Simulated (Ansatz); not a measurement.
# Pb: stationary points along a deformation path

Level of theory: DFT PBEsol, scalar-relativistic, plane waves, PAW in Ansatz 0.2.0. Cutoff 420 eV, Γ-centred 18×18×18 k-points, Gaussian smearing of 0.15 eV. Spin–orbit coupling is left out, which can shift energies with elements as heavy as these. No spin polarisation. Energies are free energies at this smearing, counted from the undisturbed cell; pressure is positive in compression.

Reference structure (as given, not relaxed at this level; it stands at -0.2 GPa):

```
CELL_PARAMETERS angstrom
0.00000 2.46980 2.46980
2.46980 0.00000 2.46980
2.46980 2.46980 0.00000
ATOMIC_POSITIONS crystal
Pb 0.00000 0.00000 0.00000
```

At fixed volume and fractional coordinates, lengths along (0.000, 0.000, 1.000) are scaled against those across it; ρ is that ratio over its starting value. V = 30.131 Å³/atom. Δσ is the stress along the axis less the mean stress across it (compression positive).

```
    ρ  ΔE (meV/atom)  Δσ (GPa) space group
0.650           28.9     -1.14       I4/mmm
0.707           36.9      0.00        Im-3m
0.780           27.3      1.28       I4/mmm
0.850           11.8      1.33       I4/mmm
0.920            2.7      0.62       I4/mmm
0.960            0.2      0.24       I4/mmm
1.000            0.0      0.00        Fm-3m
1.050            0.1     -0.23       I4/mmm
1.100            4.9     -1.47       I4/mmm
1.200           33.0     -3.75       I4/mmm
1.300           81.6     -6.05       I4/mmm
1.414          160.7     -9.25       I4/mmm
1.500          237.6    -11.72       I4/mmm
```

**Question.** How does the stress give the slope of the energy, and where is the energy stationary?

**Answer.** Along the path d ln(length) is 2/3 d ln ρ on the axis and −1/3 d ln ρ across it, so dE/d ln ρ = −(2/3) V Δσ: the energy falls with ρ where Δσ is positive. Δσ vanishes or changes sign at ρ = 0.707 (Im-3m), a maximum at 36.9 meV/atom; at ρ = 1.000 (Fm-3m), a minimum at 0.0 meV/atom. Pairs of stationary points between two samples would go unseen, and could change a minimum read from distant neighbours into a maximum. At ρ = 0.707, 1.000 the cell is cubic, where symmetry alone makes the stress isotropic and the slope zero.

**Question.** Which shear constant sets the curvature at ρ = 1?

**Answer.** For a cubic crystal E/V = (2/3) C (ln ρ)² with C = C′ = (C11 − C12)/2, so Δσ = −2C ln ρ. The parabola of Δσ against ln ρ through ρ = 0.960, 1 and 1.050 gives C ≈ 2.7 GPa with the ions clamped, rough because the steps are large.

**Question.** Integrate that slope from ρ = 1 to 0.850 by the trapezoid rule.

**Answer.** With V/N in Å³ and 1 eV/Å³ = 160.2 GPa the slopes at ρ = 1.000, 0.960, 0.920, 0.850 are 0, -31, -78, -166 meV/atom per unit of ln ρ. The steps add 0.6 + 2.3 + 9.7 = 12.6 meV/atom, against 11.8 from the energies; the trapezoid rule misses the curvature of the slope within each step.

In a metal these slopes depend on the k mesh and the smearing.